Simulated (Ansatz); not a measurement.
**A plane-wave run on GaSnRh**

The input, for Ansatz 0.2.0 (plane waves, PAW):

```yaml
crystal:
  lattice:
    - [6.1456, -1.354306, 0.422691]
    - [1.206293, 5.663599, -0.399325]
    - [-1.942232, -1.784277, 6.835142]
  atoms:
    - { symbol: Ga, position: [0.784041, 0.474465, 0.322391] }
    - { symbol: Ga, position: [0.563068, 0.866233, 0.419897] }
    - { symbol: Ga, position: [0.813053, 0.220694, 0.695042] }
    - { symbol: Ga, position: [0.249391, 0.7856, 0.658472] }
    - { symbol: Sn, position: [0.679515, 0.66739, 0.701208] }
    - { symbol: Sn, position: [0.405122, 0.251702, 0.32822] }
    - { symbol: Sn, position: [0.846558, 0.982156, 0.212006] }
    - { symbol: Sn, position: [0.547346, 0.198127, 0.952424] }
    - { symbol: Rh, position: [0.431106, 0.75613, 0.012796] }
    - { symbol: Rh, position: [0.236543, 0.324646, 0.684906] }
    - { symbol: Rh, position: [0.164151, 0.630891, 0.253101] }
    - { symbol: Rh, position: [0.101673, 0.128395, 0.97405] }
kpoints:
  mp_grid: { grid: [3, 4, 3], shift: [0.0, 0.0, 0.5] }
magnetization:
  spin_polarized: false
scf:
  occupations: { method: fermi_dirac }
  lower_state_search: "off"
  max_iter: 200
hamiltonian:
  pseudopotentials: { kind: paw }
  xc: rpbe
basis:
  ecutwfc: 420
  fft_grid_basis: typed
output:
  forces: true
  stress: true
  eigenvalues: true
  populations: true
  elf: true
  write_potential: true
  volumetric_format: npy
  dos:
    e_range: [-12, 8]
    de: 0.05
    projected: { site_lists: { Ga: [Ga], Rh: [Rh], Sn: [Sn] } }
checkpoint:
  read: saved_state
```

The run starts from an earlier solution of this cell. 

Parts of the output:

```
Free energy (F): -64925.4805 eV
Harris-Foulkes:  -64925.4805 eV  (|F-HF|=4.37e-8)
Internal energy: -64925.2242 eV  (E = F + TS)
E sigma→0 (E₀):  -64925.3524 eV
Entropy (-TS):   -0.2563 eV (-21.357 meV/atom)
Fermi energy:    12.3316 eV
--- Per-component energies (eV) ---
  E_band       = -1200.0749
  E_kinetic    = 3500.2440
  E_local      = -19492.2395  (includes V_loc(G=0)·N_el)
  E_nonlocal   = 2989.6378
  E_hartree    = 8834.2106
  E_xc         = -2692.2281
  E_vxc        = -1718.6560  (∫ρ·V_xc dr)
  E_paw        = -38935.2273  (= ΣΔE_a)
  E_vpaw       = -4147.4837  (= ΣTr[D̂ρ^β])
  E_aug_tail   = 0.0032  (compensation charges beyond the density's cutoff)
  E_ewald      = -19128.8174
  E_core_change = -0.8076  (= ΣΔE_core)
  E_smearing   = -0.2563  (= −TS)
--- Forces (eV/Å), atoms counted from 1 ---
  atom   1  Ga     2.4721     0.4745    -0.2422
  atom   2  Ga    -1.4783     0.0194    -0.6751
  atom   3  Ga     1.9097    -0.5775     0.3501
  atom   4  Ga    -1.4917     0.3670    -0.3721
  atom   5  Sn     0.4277    -0.4623     1.9183
  atom   6  Sn    -2.7304     0.5296    -0.1623
  atom   7  Sn     1.6863    -1.7619    -0.2192
  atom   8  Sn    -0.9793     1.3767    -0.9178
  atom   9  Rh     0.2058     0.2946     0.1760
  atom  10  Rh     0.2660    -0.3045    -0.0620
  atom  11  Rh    -0.2202     0.1335     0.7934
  atom  12  Rh    -0.0676    -0.0891    -0.5870
--- Stress (GPa, compression-positive) ---
       -2.1578      -0.8915      -0.5871
       -0.8915       0.5019       0.2990
       -0.5871       0.2990      -1.2906
  P = ⅓ Tr σ = -0.9821 GPa (-9.821 kbar)
```

Origin: a disordered cell, so it need not be a known compound. Caveats: the k mesh is coarse if the cell is a metal; atoms or cell far from equilibrium; forces of this functional can be a tenth off on these datasets.
